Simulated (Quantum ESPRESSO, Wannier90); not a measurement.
# Wannier functions of TaNi3 (Fmmm)

```xyz
4
Lattice="2.5464 2.5511 0.0000 2.5464 -2.5511 0.0000 -2.5464 0.0000 -3.7045" Properties=species:S:1:pos:R:3 pbc="T T T"
Ta     0.0000     0.0000     0.0000
Ni     2.5464     0.0000     0.0000
Ni    -1.2732     1.2756    -1.8523
Ni    -1.2732    -1.2756    -1.8523
```

Materials Project entry mp-570491; symmetrised, unrelaxed at this level. Not found in the COD (Crystallography Open Database) copy used, which has the formula in other groups; not checked further. The atoms lie within 0.1 Å of the higher space group I4/mmm. Computed values, not measurements, from PBEsol: Quantum ESPRESSO (norm-conserving PseudoDojo potentials, cutoff 79 Ry, no spin polarisation, no spin-orbit coupling) on a Γ-centred 4×4×4 mesh, then Wannier90. Density: 14×14×14 mesh, cold smearing 0.01 Ry. A non-magnetic state is assumed; magnetic ones were not tried. Spin-orbit coupling is left out although heavy elements are present.

A tight-binding model is made by disentanglement and projection with no localisation steps (num_iter = 0), so the 36 orbitals stay atom-like: hydrogen-like Ta: s;p;d; Ni: s;p;d, axes along x, y, z; frozen window up to 1.50 eV relative to the Fermi level. It follows pw.x to 19 meV rms for states up to 1.0 eV relative to the Fermi level. Matrix elements depend on this choice of orbitals and windows.

Q: What are the on-site energies relative to the Fermi level, and how fast do the hoppings decay?

A: 
```tsv
atom	orbitals	energy (eV)
Ta1	s	9.29
Ta1	pz	16.69
Ta1	px py	17.11
Ta1	dz2	2.80
Ta1	dxz dyz	2.56
Ta1	dx2-y2	2.94
Ta1	dxy	2.35
Ni2	s	7.14
Ni2	pz	13.23
Ni2	px	12.62
Ni2	py	12.58
Ni2	dz2	-1.72
Ni2	dxz dyz	-1.98
Ni2	dx2-y2	-2.22
Ni2	dxy	-2.17
Ni3	s	6.98
Ni3	pz	12.40
Ni3	px	12.67
Ni3	py	12.62
Ni3	dz2	-1.99
Ni3	dxz dyz	-1.95
Ni3	dx2-y2	-2.02
Ni3	dxy	-1.67
Ni4	s	6.98
Ni4	pz	12.40
Ni4	px	12.67
Ni4	py	12.62
Ni4	dz2	-1.99
Ni4	dxz dyz	-1.95
Ni4	dx2-y2	-2.02
Ni4	dxy	-1.67
```

| distance of the centres (Å) | largest modulus (eV) |
|---|---|
| 2–3 | 3.4 |
| 3–4 | 0.27 |
| 4–5 | 0.33 |
| 5–6 | 0.93 |
